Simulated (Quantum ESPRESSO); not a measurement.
ZrSnHf3Mg2Al, one run as intended and one with a planted mistake

Simulated, not a measurement. The program is pw.x of Quantum ESPRESSO 7.5 (plane-wave density functional theory). The cell is made up: eight metal atoms on a face-centred cubic lattice, with elements, volume, strain and displacements drawn at random and not relaxed, so it may be unstable or far from any real phase. PseudoDojo standard norm-conserving files set the functional (PBE unless stated); there is no spin polarisation or spin-orbit coupling, the Fermi-Dirac width of 0.25 eV means electrons at about 2900 K, and the masses in the input are unused placeholders. The tin pseudopotential is less sure than most, with forces differing by about three percent from a second method on plain tin. Heavy elements are run without spin-orbit coupling, which real alloys of them have. A spin test at this wide smearing found no moment, but such smearing suppresses magnetism that the real alloy may have.

Intended input:

```
&control calculation='scf', pseudo_dir='./dojo.nc.sr.pbe.v0_5.standard.upf', outdir='./o', disk_io='minimal', tprnfor=.true., tstress=.true. /
&system ibrav=0, nat=8, ntyp=5, nbnd=56, ecutwfc=84.00895049, nosym=.true., tot_charge=0,
 occupations='smearing', smearing='fd', degauss=0.0183746611
/
&electrons conv_thr=1.470e-08, electron_maxstep=70, mixing_beta=0.5 /
ATOMIC_SPECIES
Al 1.0 Al.upf
Hf 1.0 Hf.upf
Mg 1.0 Mg.upf
Sn 1.0 Sn.upf
Zr 1.0 Zr.upf
CELL_PARAMETERS angstrom
0.0331 2.293 2.2945
-4.5033 4.5134 -4.5825
-4.4506 -4.5532 4.4899
ATOMIC_POSITIONS angstrom
Zr -0.1439 0.0729 0.0272
Sn -4.5173 -2.238 2.1935
Hf -4.4802 0.0025 -0.0439
Hf -4.531 2.2642 -2.3692
Mg -2.2141 -0.027 2.2014
Mg -2.2889 2.1794 -0.0209
Al -6.7123 -0.0175 2.2177
Hf -6.8177 2.3119 -0.1134
K_POINTS automatic
7 3 3 1 1 1
```

The log is shortened where brackets say so; the opening notice, blank lines, dates and the lines on written files are dropped, and the path of the files is cut. It prints rydbergs, bohrs and kilobars, and counts compression as positive stress. Its total energy is the free energy E - TS of the whole cell.

Log of the intended run:

```
     Program PWSCF v.7.5
     Parallel version (MPI & OpenMP), running on       4 processor cores
     Number of MPI processes:                 4
     Threads/MPI process:                     1
     [start-up lines left out]
     bravais-lattice index     =            0
     lattice parameter (alat)  =       6.1303  a.u.
     unit-cell volume          =    1256.8529 (a.u.)^3
     number of atoms/cell      =            8
     number of atomic types    =            5
     number of electrons       =        85.00
     number of Kohn-Sham states=           56
     kinetic-energy cutoff     =      84.0090  Ry
     charge density cutoff     =     336.0358  Ry
     scf convergence threshold =      1.5E-08
     mixing beta               =       0.5000
     number of iterations used =            8  plain     mixing
     Exchange-correlation= PBE
                           (   1   4   3   4   0   0   0)
     [axes and pseudopotential details left out]
   Cartesian axes
     site n.     atom                  positions (alat units)
         1        Zr     tau(   1) = (  -0.0443585   0.0224721   0.0083847  )
         2        Sn     tau(   2) = (  -1.3925001  -0.6898845   0.6761669  )
         3        Hf     tau(   3) = (  -1.3810636   0.0007706  -0.0135326  )
         4        Hf     tau(   4) = (  -1.3967232   0.6979609  -0.7303281  )
         5        Mg     tau(   5) = (  -0.6825171  -0.0083230   0.6786022  )
         6        Mg     tau(   6) = (  -0.7055749   0.6718205  -0.0064426  )
         7        Al     tau(   7) = (  -2.0691294  -0.0053945   0.6836268  )
         8        Hf     tau(   8) = (  -2.1016199   0.7126648  -0.0349566  )
     number of k points=    32  Fermi-Dirac smearing, width (Ry)=  0.0184
                       cart. coord. in units 2pi/alat
        k(    1) = (  -0.1215294   0.0510504   0.0517237), wk =   0.0634921
        k(    2) = (   0.1207382   0.1692731  -0.0699167), wk =   0.0634921
     [further k points left out]
     Dense  grid:   130695 G-vectors     FFT dimensions: (  36,  90,  90)
     Estimated max dynamical RAM per process >     331.64 MB
     Estimated total dynamical RAM >       1.20 GB
     Initial potential from superposition of free atoms
     starting charge      84.9865, renormalised to      85.0000
     Starting wfcs are   63 randomized atomic wfcs
     total cpu time spent up to now is        4.1 secs
     per-process dynamical memory:   239.4 Mb
     Self-consistent Calculation
     iteration #  1     ecut=    84.01 Ry     beta= 0.50
     Davidson diagonalization with overlap
     ethr =  1.00E-02,  avg # of iterations =  3.1
     Threshold (ethr) on eigenvalues was too large:
     Diagonalizing with lowered threshold
     Davidson diagonalization with overlap
     ethr =  6.52E-04,  avg # of iterations =  3.7
     total cpu time spent up to now is       20.0 secs
     total energy              =    -839.32103437 Ry
     estimated scf accuracy    <       0.53565117 Ry
     iteration #  2     ecut=    84.01 Ry     beta= 0.50
     Davidson diagonalization with overlap
     ethr =  6.30E-04,  avg # of iterations =  6.5
     total cpu time spent up to now is       30.6 secs
     total energy              =    -838.99689943 Ry
     estimated scf accuracy    <       7.58850382 Ry
     [iterations 3 to 15 left out]
     iteration # 16     ecut=    84.01 Ry     beta= 0.50
     Davidson diagonalization with overlap
     ethr =  5.50E-11,  avg # of iterations =  2.4
     total cpu time spent up to now is      142.1 secs
     total energy              =    -839.59385854 Ry
     estimated scf accuracy    <       0.00000007 Ry
     iteration # 17     ecut=    84.01 Ry     beta= 0.50
     Davidson diagonalization with overlap
     ethr =  5.50E-11,  avg # of iterations =  2.0
     total cpu time spent up to now is      149.0 secs
     End of self-consistent calculation
     [lines on levels left out]
!    total energy              =    -839.59385855 Ry
     estimated scf accuracy    <          4.7E-09 Ry
     smearing contrib. (-TS)   =      -0.11166941 Ry
     internal energy E=F+TS    =    -839.48218914 Ry
     The total energy is F=E-TS. E is the sum of the following terms:
     one-electron contribution =    -360.15180462 Ry
     hartree contribution      =     198.96206536 Ry
     xc contribution           =    -183.15041915 Ry
     ewald contribution        =    -495.14203073 Ry
     convergence has been achieved in  17 iterations
     Forces acting on atoms (cartesian axes, Ry/au):
     atom    1 type  5   force =     0.05070739   -0.01480638   -0.00593000
     atom    2 type  4   force =    -0.00130402    0.00045031   -0.00121550
     atom    3 type  2   force =    -0.04799108    0.00254085   -0.01080988
     atom    4 type  2   force =     0.00840914   -0.01358616    0.01170275
     atom    5 type  3   force =    -0.00692697    0.00439426    0.00952757
     atom    6 type  3   force =    -0.00875199    0.02260811   -0.00803942
     atom    7 type  1   force =    -0.02112853    0.01781129   -0.01881592
     atom    8 type  2   force =     0.02698606   -0.01941228    0.02358040
     Total force =     0.096109     Total SCF correction =     0.000253
     Computing stress (Cartesian axis) and pressure
          total   stress  (Ry/bohr**3)                   (kbar)     P=      -47.75
  -0.00032835  -0.00005904  -0.00003129          -48.30       -8.69       -4.60
  -0.00005904  -0.00031469   0.00005541           -8.69      -46.29        8.15
  -0.00003129   0.00005541  -0.00033080           -4.60        8.15      -48.66
     init_run     :      3.72s CPU      3.89s WALL (       1 calls)
     electrons    :    143.53s CPU    144.94s WALL (       1 calls)
     forces       :      1.37s CPU      1.40s WALL (       1 calls)
     stress       :      4.75s CPU      4.75s WALL (       1 calls)
     [timing details left out]
     PWSCF        :   2m33.57s CPU   2m35.25s WALL
     JOB DONE.
```

A second run has one planted mistake: the cell and the positions are scaled by a wrong factor. The input lines that differ:

```
- 0.0331 2.293 2.2945
- -4.5033 4.5134 -4.5825
- -4.4506 -4.5532 4.4899
+ 0.0335 2.3189 2.3204
+ -4.5542 4.5644 -4.6343
+ -4.5009 -4.6047 4.5406
- Zr -0.1439 0.0729 0.0272
- Sn -4.5173 -2.238 2.1935
- Hf -4.4802 0.0025 -0.0439
- Hf -4.531 2.2642 -2.3692
- Mg -2.2141 -0.027 2.2014
- Mg -2.2889 2.1794 -0.0209
- Al -6.7123 -0.0175 2.2177
- Hf -6.8177 2.3119 -0.1134
+ Zr -0.1455 0.0737 0.0275
+ Sn -4.5683 -2.2633 2.2183
+ Hf -4.5308 0.0025 -0.0444
+ Hf -4.5822 2.2898 -2.396
+ Mg -2.2391 -0.0273 2.2263
+ Mg -2.3148 2.204 -0.0211
+ Al -6.7881 -0.0177 2.2428
+ Hf -6.8947 2.338 -0.1147
```

Its log:

```
     Program PWSCF v.7.5
     Parallel version (MPI & OpenMP), running on       4 processor cores
     Number of MPI processes:                 4
     Threads/MPI process:                     1
     [start-up lines left out]
     bravais-lattice index     =            0
     lattice parameter (alat)  =       6.1995  a.u.
     unit-cell volume          =    1299.9375 (a.u.)^3
     number of atoms/cell      =            8
     number of atomic types    =            5
     number of electrons       =        85.00
     number of Kohn-Sham states=           56
     kinetic-energy cutoff     =      84.0090  Ry
     charge density cutoff     =     336.0358  Ry
     scf convergence threshold =      1.5E-08
     mixing beta               =       0.5000
     number of iterations used =            8  plain     mixing
     Exchange-correlation= PBE
                           (   1   4   3   4   0   0   0)
     [axes and pseudopotential details left out]
   Cartesian axes
     site n.     atom                  positions (alat units)
         1        Zr     tau(   1) = (  -0.0443509   0.0224650   0.0083825  )
         2        Sn     tau(   2) = (  -1.3924977  -0.6898934   0.6761766  )
         3        Hf     tau(   3) = (  -1.3810671   0.0007620  -0.0135339  )
         4        Hf     tau(   4) = (  -1.3967347   0.6979711  -0.7303427  )
         5        Mg     tau(   5) = (  -0.6825168  -0.0083215   0.6786152  )
         6        Mg     tau(   6) = (  -0.7055915   0.6718177  -0.0064316  )
         7        Al     tau(   7) = (  -2.0691316  -0.0053953   0.6836447  )
         8        Hf     tau(   8) = (  -2.1016251   0.7126633  -0.0349626  )
     number of k points=    32  Fermi-Dirac smearing, width (Ry)=  0.0184
                       cart. coord. in units 2pi/alat
        k(    1) = (  -0.1215287   0.0510508   0.0517246), wk =   0.0634921
        k(    2) = (   0.1207364   0.1692707  -0.0699165), wk =   0.0634921
     [further k points left out]
     Dense  grid:   135123 G-vectors     FFT dimensions: (  40,  90,  90)
     Estimated max dynamical RAM per process >     343.88 MB
     Estimated total dynamical RAM >       1.25 GB
     Initial potential from superposition of free atoms
     starting charge      84.9865, renormalised to      85.0000
     Starting wfcs are   63 randomized atomic wfcs
     total cpu time spent up to now is        4.5 secs
     per-process dynamical memory:   249.4 Mb
     Self-consistent Calculation
     iteration #  1     ecut=    84.01 Ry     beta= 0.50
     Davidson diagonalization with overlap
     ethr =  1.00E-02,  avg # of iterations =  3.1
     Threshold (ethr) on eigenvalues was too large:
     Diagonalizing with lowered threshold
     Davidson diagonalization with overlap
     ethr =  6.40E-04,  avg # of iterations =  3.7
     total cpu time spent up to now is       21.6 secs
     total energy              =    -839.31103301 Ry
     estimated scf accuracy    <       0.52605808 Ry
     iteration #  2     ecut=    84.01 Ry     beta= 0.50
     Davidson diagonalization with overlap
     ethr =  6.19E-04,  avg # of iterations =  6.4
     total cpu time spent up to now is       32.7 secs
     total energy              =    -838.97394761 Ry
     estimated scf accuracy    <       7.91770018 Ry
     [iterations 3 to 15 left out]
     iteration # 16     ecut=    84.01 Ry     beta= 0.50
     Davidson diagonalization with overlap
     ethr =  7.23E-11,  avg # of iterations =  2.5
     total cpu time spent up to now is      149.8 secs
     total energy              =    -839.57703161 Ry
     estimated scf accuracy    <       0.00000012 Ry
     iteration # 17     ecut=    84.01 Ry     beta= 0.50
     Davidson diagonalization with overlap
     ethr =  7.23E-11,  avg # of iterations =  2.0
     total cpu time spent up to now is      157.1 secs
     End of self-consistent calculation
     [lines on levels left out]
!    total energy              =    -839.57703162 Ry
     estimated scf accuracy    <          1.6E-09 Ry
     smearing contrib. (-TS)   =      -0.11525333 Ry
     internal energy E=F+TS    =    -839.46177829 Ry
     The total energy is F=E-TS. E is the sum of the following terms:
     one-electron contribution =    -368.42081982 Ry
     hartree contribution      =     201.54863050 Ry
     xc contribution           =    -182.98014006 Ry
     ewald contribution        =    -489.60944890 Ry
     convergence has been achieved in  17 iterations
     Forces acting on atoms (cartesian axes, Ry/au):
     atom    1 type  5   force =     0.04892762   -0.01342180   -0.00622155
     atom    2 type  4   force =     0.00103922   -0.00005611   -0.00054450
     atom    3 type  2   force =    -0.04719062    0.00333627   -0.01073634
     atom    4 type  2   force =     0.00602913   -0.01324824    0.01151789
     atom    5 type  3   force =    -0.00550650    0.00390331    0.00900373
     atom    6 type  3   force =    -0.00884766    0.02057108   -0.00689869
     atom    7 type  1   force =    -0.02080855    0.01730405   -0.01834710
     atom    8 type  2   force =     0.02635735   -0.01838855    0.02222656
     Total force =     0.092648     Total SCF correction =     0.000143
     Computing stress (Cartesian axis) and pressure
          total   stress  (Ry/bohr**3)                   (kbar)     P=      -66.82
  -0.00045351  -0.00005553  -0.00002537          -66.71       -8.17       -3.73
  -0.00005553  -0.00044659   0.00005262           -8.17      -65.70        7.74
  -0.00002537   0.00005262  -0.00046260           -3.73        7.74      -68.05
     init_run     :      4.04s CPU      4.21s WALL (       1 calls)
     electrons    :    151.72s CPU    152.65s WALL (       1 calls)
     forces       :      1.41s CPU      1.44s WALL (       1 calls)
     stress       :      4.80s CPU      4.80s WALL (       1 calls)
     [timing details left out]
     PWSCF        :   2m42.22s CPU   2m43.42s WALL
     JOB DONE.
```

|  | intended run | run with the mistake |
| --- | --- | --- |
| free energy (eV) | -11423.256 | -11423.027 |
| entropy term -TS, part of it (eV) | -1.519 | -1.568 |
| pressure (GPa) | -4.78 | -6.68 |
| size of the largest force component (eV/Å) | 1.304 | 1.258 |
| largest change of a force component (eV/Å) |  | 0.061 |
| iterations | 17 | 17 |

For scale, a rerun of the intended cell at a higher cutoff and on a denser mesh moved values by no more than 0.019 eV in energy, 0.20 GPa in stress and 0.018 eV/Å in force, and a second program with other atomic files agreed on that cell to 2 % rms in force and 0.5 GPa in pressure.